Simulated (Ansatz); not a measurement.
**Data sheet: ZrIr (DFT)**

ZrIr:
```yaml
crystal:
  lattice:
    - [3.05722, 0.00000, 0.00000]
    - [0.00000, 3.05722, 0.00000]
    - [0.00000, 0.00000, 3.62241]
  atoms:
    - { symbol: Zr, position: [0.50000, 0.50000, 0.50000] }
    - { symbol: Ir, position: [0.00000, 0.00000, 0.00000] }
```

Space group P4/mmm (No. 123), L1₀ or tetragonal B2; conventional cell a = b = 3.057 Å, c = 3.622 Å, α = β = γ = 90.00°.

Method: DFT-LDA in the program Ansatz with PAW potentials. Structure relaxed to zero pressure with the same functional. Other levels are named where they apply.

**Cell and energy**

```
Property                                                       Value
-----------------------------------------------------  -------------
Volume per atom                                             16.93 Å³
Density                                                  13.90 g/cm³
Formation energy from the elements (no fitted shifts)  -0.79 eV/atom
```

**Electronic structure**

```
Item                                                                        Result
------------------------------------  --------------------------------------------
Electronic character                                             metallic (no gap)
Density of states at the Fermi level  0.96 states/eV per atom (mean over ±0.08 eV)
```

**Mechanics**

```
Item                                                                                                      Result
--------------------------------------------  ------------------------------------------------------------------
Bulk modulus (Birch–Murnaghan fit)                                                                       219 GPa
Pressure derivative B′                                                                                       4.4
Elastic constants (relaxed ions, GPa)         C11 = 275, C12 = 172, C13 = 192, C33 = 334, C44 = 56.4, C66 = 51.0
Mechanical stability                                                      stable (all eigenvalues of C positive)
Hill bulk and shear moduli                                                                      220 and 54.5 GPa
Young's modulus                                                                                          151 GPa
Poisson's ratio                                                                                             0.39
Debye temperature from the elastic constants                                                               259 K
```

**Phonons**

```
Item                                           Result
-----------------------------  ----------------------
Highest zone-centre frequency                163 cm⁻¹
Zone-centre stability          no imaginary mode at Γ
```

The workflow started from a Materials Project entry (that database holds measured and hypothetical structures alike); the Crystallography Open Database copy checked does not list it. COD files the formula under space group No. 221, so this cell is another polymorph or a model. With Zr and Ir taken as one species the cell has the higher symmetry I4/mmm, so it may be an ordered model of a mixed-site phase. Whether it is the stable phase at ambient conditions was not checked. The cell was relaxed with LDA under the symmetry of its start. No spin polarisation was allowed. As this level gives no gap, shear constants depend on the k-mesh and smearing (Fermi–Dirac, 0.1 eV here). As this level gives no gap, phonon frequencies hold no LO–TO term and depend on the k-mesh and smearing (Fermi–Dirac, 0.1 eV here). Axis ratios of metals converge slowly with the k-mesh, so a and c are less sure than the volume. On the denser mesh and wider smearing of the elastic run this cell carries a stress of 0.4 GPa. The references are the lowest solids computed at this level, not always the standard phases. Scalar-relativistic: spin–orbit coupling is off unless named, which matters more the heavier the elements.

Potentials: the later of the program's two PAW sets.
